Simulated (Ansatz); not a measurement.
InP:
```xyz
8
Lattice="7.1750 0.0000 0.0000 0.0000 7.1750 0.0000 0.0000 0.0000 4.1634" Properties=species:S:1:pos:R:3 pbc="T T T"
In     2.3090     4.8660     0.0000
In     4.8660     2.3090     0.0000
In     5.8964     5.8964     2.0817
In     1.2785     1.2785     2.0817
P      2.2909     2.2909     0.0000
P      4.8840     4.8840     0.0000
P      1.2965     5.8784     2.0817
P      5.8784     1.2965     2.0817
```

Tensor components refer to the Cartesian frame of this cell.

Task: Give the high-frequency dielectric tensor and the Born effective charge tensors of the independent atoms from DFPT, DFT-PBEsol in the program Ansatz with PAW potentials.

Result: 
ε∞:
```
10.5  0.00  0.00
0.00  10.5  0.00
0.00  0.00  10.3
```
Z* of atom 1 (In), rows: field, columns: displacement, in e:
```
 2.42  -0.57   0.00
-0.57   2.42   0.00
 0.00   0.00   2.27
```
Z* of atom 5 (P), rows: field, columns: displacement, in e:
```
-2.42  -0.36   0.00
-0.36  -2.42   0.00
 0.00   0.00  -2.27
```

Space group P4_2/mnm. The start of the workflow was typed in or built on a structure type; neither database checked (COD, Materials Project) lists it. It is not the phase usual at ambient conditions (space group No. 216). The cell was relaxed with PBEsol under the symmetry of its start; its stability against distortions is not shown here. The volume moved by 20 % from the start of the relaxation. Scalar-relativistic: spin–orbit coupling is off unless named, which matters more the heavier the elements.

Potentials: the earlier of the program's two PAW sets. The files were generated under PBE; for other functionals the program regenerates the frozen cores, and for LDA and PBEsol the local potential too.
